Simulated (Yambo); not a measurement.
**Convergence of the G0W0 gap of In₂O₃**

G0W0@LDA for In2O3 (corundum, space group R-3c, No. 167) in Yambo. Reference settings: 2×2×2 Γ-centred k mesh, 206 bands and a 7 Ry block in the screening, 206 bands in G with the Bruneval-Gonze terminator, plasmon pole fitted at 27.2 eV. The LDA gap F → Γ on this mesh is 1.12 eV; G0W0 gaps are taken between the same points.

```
change from the reference       G0W0 gap F → Γ (eV)  shift of the valence edge (eV)        rough Yambo cost
------------------------------  -------------------  ------------------------------  ----------------------
reference settings                             1.75                           -0.19                       1
92 bands in W, 92 bands in G                   2.01                           -0.05               about 1/3
141 bands in W, 141 bands in G                 1.84                           -0.13  within a factor of two
92 bands in G                                  1.78                           -0.17                       –
141 bands in G                                 1.76                           -0.19                       –
108 bands in W                                 1.94                           -0.10  within a factor of two
1 Ry block                                     2.43                           -0.75  within a factor of two
3 Ry block                                     1.62                           -0.20  within a factor of two
6 Ry block                                     1.69                           -0.16  within a factor of two
pole fitted at 55 eV                           1.75                           -0.26                       –
no random integration                          1.69                            0.07                       –
92 bands in G, no terminator                   1.59                            0.47                       –
141 bands in G, no terminator                  1.61                            0.22                       –
no terminator                                  1.64                            0.06                       –
```

The reference isn't shown to be the converged limit. Costs are rough (shared machines), scaled to the same edge states, and given only for runs that recompute the screening. In the run with 206 bands and a 7 Ry block, which covers more k points, the smallest G0W0 gap is 1.61 eV, Γ → Γ.

Spin-orbit splittings are left out.

The standard potential for In keeps a d shell in the valence without the s and p states of that shell. In tests on such compounds this moved G0W0 gaps by up to about 0.9 eV, so absolute quasiparticle energies here are unreliable; differences between settings are what counts.

Geometry of the Materials Project entry, not relaxed at this level; primitive cell a = 5.814 Å, b = 5.814 Å, c = 5.814 Å, α = 56.64°, β = 56.64°, γ = 56.64°.

A shift is the quasiparticle energy of the state minus its LDA energy.
